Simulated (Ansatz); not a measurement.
PbS:
```
CELL_PARAMETERS angstrom
      4.22477     0.00000     0.00000
     -2.11238     3.65875     0.00000
      0.00000     0.00000    10.34786
ATOMIC_POSITIONS crystal
  Pb 0.00000 0.33312 0.66667
  Pb 0.66688 0.66688 0.00000
  Pb 0.33312 0.00000 0.33333
  S  0.00000 0.33332 0.16667
  S  0.66668 0.66668 0.50000
  S  0.33332 0.00000 0.83333
```

This is the r²SCAN-relaxed structure.

Question: All from plane-wave PAW r²SCAN (Ansatz code), unless another level is named. Give the gap with spin–orbit coupling.

Answer: 0.21 eV.

Question: Predict the formation energy from the elements (no fitted shifts).

Answer: -0.66 eV/atom.

Question: What about the conduction-band minimum?

Answer: at A.

Question: Give the weight of the conduction-edge state by species (Voronoi cells).

Answer: Pb 61 %, S 39 %.

Space group Fm-3m (rock salt). Symmetry was held in the r²SCAN relaxation. The references are the lowest solids computed at this level, not always the standard phases. Scalar-relativistic: spin–orbit coupling is off unless named, which matters more the heavier the elements.

Potentials: the earlier of the program's two PAW sets.
